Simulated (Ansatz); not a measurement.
Cd:
```cif
data_Cd
_chemical_formula_sum 'Cd1'
_space_group_name_H-M_alt 'P 1'
_space_group_IT_number 1
_cell_length_a 3.03430
_cell_length_b 3.03430
_cell_length_c 3.03430
_cell_angle_alpha 65.037
_cell_angle_beta 65.037
_cell_angle_gamma 65.037
loop_
_space_group_symop_operation_xyz
  'x, y, z'
loop_
_atom_site_label
_atom_site_type_symbol
_atom_site_fract_x
_atom_site_fract_y
_atom_site_fract_z
_atom_site_occupancy
Cd1 Cd 0.00000 0.00000 0.00000 1
```

Relaxed with r²SCAN.

Tabulate the valence density and the electron localisation function along the shortest Cd–Cd contact (3.03 Å), DFT-r²SCAN in the program Ansatz with PAW potentials.



```tsv
distance from Cd (Å)	density (e/Å³)	ELF
0.30	18.02	0.78
0.46	11.12	0.62
0.61	5.64	0.50
0.76	2.39	0.40
0.91	0.95	0.29
1.06	0.44	0.20
1.21	0.26	0.18
1.37	0.20	0.21
1.52	0.18	0.23
1.67	0.20	0.21
1.82	0.26	0.18
1.97	0.44	0.20
2.12	0.95	0.29
2.28	2.39	0.40
2.43	5.64	0.50
2.58	11.12	0.62
2.73	18.02	0.78
```

The density is the valence pseudo-density with augmentation charge, so density and ELF within about 1 Å of a nucleus are not all-electron values.

Space group R-3m (simple rhombohedral). The workflow started from a Materials Project entry (that database holds measured and hypothetical structures alike); the Crystallography Open Database copy checked does not list it. It is not the phase usual at ambient conditions (space group No. 194). The cell was relaxed with r²SCAN under the symmetry of its start. At this level the phase is mechanically unstable.

Potentials: the later of the program's two PAW sets.
